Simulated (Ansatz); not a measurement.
Trial structure of BO, not yet relaxed:

```cif
data_structure
_symmetry_space_group_name_H-M 'P 1'
_symmetry_Int_Tables_number 1
_cell_length_a 2.7204
_cell_length_b 2.7204
_cell_length_c 2.7204
_cell_angle_alpha 58.491
_cell_angle_beta 58.491
_cell_angle_gamma 58.491
_cell_volume 13.75
loop_
_atom_site_label
_atom_site_type_symbol
_atom_site_fract_x
_atom_site_fract_y
_atom_site_fract_z
_atom_site_occupancy
B1 B 0.24217 0.24217 0.24217 1
O1 O 0.00000 0.00000 0.00000 1
```

Level of theory: DFT PBE, scalar-relativistic, plane waves, PAW in Ansatz. Settings: cutoff 420 eV, Γ-centred mesh 6×6×6 on the computed 2-atom cell, Gaussian smearing of 0.10 eV; no spin polarisation.

Formation energies are uncorrected and refer to the elements' standard structures at the same level (O₂ as a molecule).

Q: How far from equilibrium is it?

A: The pressure is 20.0 GPa (the mean over three directions, positive in compression), the largest force is 0.06 eV/Å, and the energy is +0.26 eV/atom against the elements. The shortest distance is 1.63 Å.

Q: How much does it gain on relaxing, and where does it end?

A: Relaxing gains about 0.91 eV/atom (the start's value is from the coarse mesh, so the gain is rough) in 56 ionic steps and ends at −0.65 eV/atom on the finer mesh. The symmetry stays R3m (No. 160). The volume per atom grows by 73.8 %, from 6.9 to 11.9 Å³. The shortest distance goes from 1.63 Å (B–O) to 1.51 Å (B–O). The ratio c/a of the conventional cell changes by a factor of 2.39. Conventional cell: a = 2.392 Å, c = 14.469 Å. B has 3 O at 1.51 Å; around O lie 3 B at 1.51 Å.

The last run used a 24×24×24 mesh for its 2-atom cell and Gaussian smearing of 0.10 eV. Weakly bound directions are ill-defined at this level, which has no dispersion term. An odd number of electrons in the primitive cell allows no gap without spin; a larger cell or a magnetic state could open one. The relaxation can't lower the symmetry of the start. Symmetry constrained the relaxation, so the result can be a saddle point.
